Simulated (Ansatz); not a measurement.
Values for one crystal, relaxed and computed with PBEsol in the plane-wave PAW code Ansatz; other levels are named.

```yaml
volume_per_atom: 10.47 Å³
electronic_character: metallic (no gap)
Young's modulus: 361 GPa
debye_temperature_from_the_elastic_constants: 452 K
zone_centre_stability: no imaginary mode at Γ
Bulk modulus (Birch–Murnaghan fit): 357 GPa
Formation energy from the elements (no fitted shifts): -1.04 eV/atom
```

### Question
Which of these materials gives this?
(A) TaN, rock salt
(B) TaGe2, P6/mmm (Ta on 1a, Ge on 2d)
(C) YC, rock salt
(D) TaTe, Cmcm (Te on 4c, Ta on 4c)

### Answer
A, TaN, rock salt

Space group Fm-3m (rock salt). This is a known high-temperature phase of the composition, computed here at zero pressure and temperature. The PBEsol relaxation kept the symmetry of its start. No spin polarisation was allowed. As this level gives no gap, shear constants depend on the k-mesh and smearing (Fermi–Dirac, 0.1 eV here). The references are the lowest solids computed at this level, not always the standard phases (solids in place of the gases). Spin–orbit coupling is left out wherever it is not named.

Potentials: the earlier of the program's two PAW sets. The files were generated under PBE; for other functionals the program regenerates the frozen cores, and for LDA and PBEsol the local potential too.
